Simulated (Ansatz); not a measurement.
TiTc (CsCl type, Pm-3m) at seven volumes, r²SCAN (plane waves, PAW; program Ansatz), scaled uniformly. One row is withheld.

| V (Å³/atom) | P (GPa) |
|---|---|
| 13.430 | ? |
| 13.872 | 15.05 |
| 14.315 | 6.94 |
| 14.758 | 0.00 |
| 15.201 | -5.97 |
| 15.643 | -11.11 |
| 16.086 | -15.52 |

**Question.** Fit the shown pressures and predict the withheld one.

**Answer.** P = (3/2)B₀(x^(7/2) − x^(5/2))[1 + (3/4)(B′ − 4)(x − 1)] with x = (V₀/V)^(2/3). Least squares on the six rows gives V₀ = 14.758 Å³/atom, B₀ = 214 GPa, B′ = 4.05. At V = 13.430, x = 1.0649 and P = 24.43 GPa. The run itself gave 24.52 GPa.

The workflow started from an entry of the Crystallography Open Database (COD). Whether it is the stable phase at ambient conditions was not checked. Symmetry was held in the r²SCAN relaxation; its stability against distortions is not shown here. The run is not spin-polarised.

Potentials: the later of the program's two PAW sets.
